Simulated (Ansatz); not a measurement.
Values for one crystal, relaxed and computed with the program Ansatz at the PBEsol level (PAW); other levels are named.

- Volume per atom: 35.02 Å³
- Band gap: 0.63 eV (indirect)
- HSE06 gap on the PBEsol cell: 1.22 eV
- Zone-centre stability: no imaginary mode at Γ
- Largest static χ(2) component: 86 pm/V
- Static dielectric constant ε0 (ions relaxed, cell fixed): 11.8
- Highest zone-centre frequency (without LO–TO term): 5.33 THz

Which compound is it?
(A) CaO, zinc blende
(B) PbS, zinc blende
(C) GaAs, zinc blende
(D) BN, zinc blende

B, PbS, zinc blende

Space group F-43m (zinc blende). The start of the workflow was typed in or built on a structure type; neither database checked (COD, Materials Project) lists it. It is not the phase usual at ambient conditions (space group No. 225). The PBEsol relaxation kept the symmetry of its start. At this level the phase is mechanically unstable. Spin–orbit coupling is left out wherever it is not named.

Potentials: the earlier of the program's two PAW sets. The files were generated under PBE; for other functionals the program regenerates the frozen cores, and for LDA and PBEsol the local potential too.
